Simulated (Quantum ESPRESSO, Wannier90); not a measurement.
## Wannierisation of MoF6 (Im-3m)

```xyz
7
Lattice="-3.1673 3.1673 3.1673 3.1673 -3.1673 3.1673 3.1673 3.1673 -3.1673" Properties=species:S:1:pos:R:3 pbc="T T T"
Mo     0.0000     0.0000     0.0000
F      0.0000     0.0000    -1.8328
F      0.0000     0.0000     1.8328
F     -1.8328     0.0000     0.0000
F      1.8328     0.0000     0.0000
F      0.0000    -1.8328     0.0000
F      0.0000     1.8328     0.0000
```

Cell from Materials Project (mp-558836), symmetrised, no further relaxation. Not found in the COD (Crystallography Open Database) copy used, which has the formula in other groups; not checked further. Method: PBEsol plane waves in Quantum ESPRESSO 7.5 (PseudoDojo norm-conserving files, 68 Ry, no spin polarisation, no spin-orbit coupling), Bloch states on a 4×4×4 mesh through Γ, Wannier90 4.0.1. Density: 8×8×8 mesh, cold smearing 0.01 Ry.

Base run: 23 functions from bands 11-49 of the 49 computed, start hydrogen-like Mo: d; F: p, centres 0.05 Å off the atoms, frozen window up to 5.79 eV relative to the valence-band maximum, outer window open. One setting was then changed (edges relative to the valence-band maximum; misfit to pw.x on a path, for states up to 5.3 eV relative to the valence-band maximum).

| run | Ω_I (Å²) | rms misfit (meV) | worst (meV) |
|---|---|---|---|
| base | 13.10 | 0.2 | 1.0 |
| changed | 11.78 | 315 | 1014 |

Q: Which change was made?
A) only the lowest 35 of the kept bands
B) only the lowest 25 of the kept bands
C) no frozen window

A: C, no frozen window. The others give:

| run | Ω_I (Å²) | rms misfit (meV) | worst (meV) |
|---|---|---|---|
| only the lowest 25 of the kept bands | 13.44 | 0.2 | 1.1 |
| only the lowest 35 of the kept bands | 13.12 | 0.2 | 1.0 |
